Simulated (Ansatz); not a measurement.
Here is the system:

Zr$_{2}$Ir:
```cif
data_Ir4Zr8
_chemical_formula_sum 'Zr8 Ir4'
_space_group_name_H-M_alt 'I4/mcm'
_space_group_IT_number 140
_space_group_name_Hall '-I 4 2c'
_cell_length_a 6.46318
_cell_length_b 6.46318
_cell_length_c 5.64826
_cell_angle_alpha 90.000
_cell_angle_beta 90.000
_cell_angle_gamma 90.000
loop_
_atom_site_label
_atom_site_type_symbol
_atom_site_symmetry_multiplicity
_atom_site_Wyckoff_symbol
_atom_site_fract_x
_atom_site_fract_y
_atom_site_fract_z
_atom_site_occupancy
Zr1 Zr 8 h 0.33075 0.16925 0.00000 1
Ir1 Ir 4 a 0.00000 0.00000 0.25000 1
```
(The calculation used a cell of 6 atoms; values per cell refer to that cell.)

This is the PBEsol-relaxed structure.

All from PBEsol (plane waves, PAW; program Ansatz), unless another level is named. Predict the formation energy from the elements (no fitted shifts).

-0.66 eV/atom.

Next, the density of states at the Fermi level?

1.3 states/eV per atom (mean over ±0.08 eV).

The first step of the workflow began from a Materials Project structure, measured or hypothetical; the Crystallography Open Database copy checked does not list it. Its standing as an ambient phase is unchecked. The PBEsol relaxation kept the symmetry of its start; its stability against distortions is not shown here. No spin polarisation was allowed. The references are the lowest solids computed at this level, not always the standard phases. Spin–orbit coupling is left out wherever it is not named.

Potentials: the later of the program's two PAW sets.
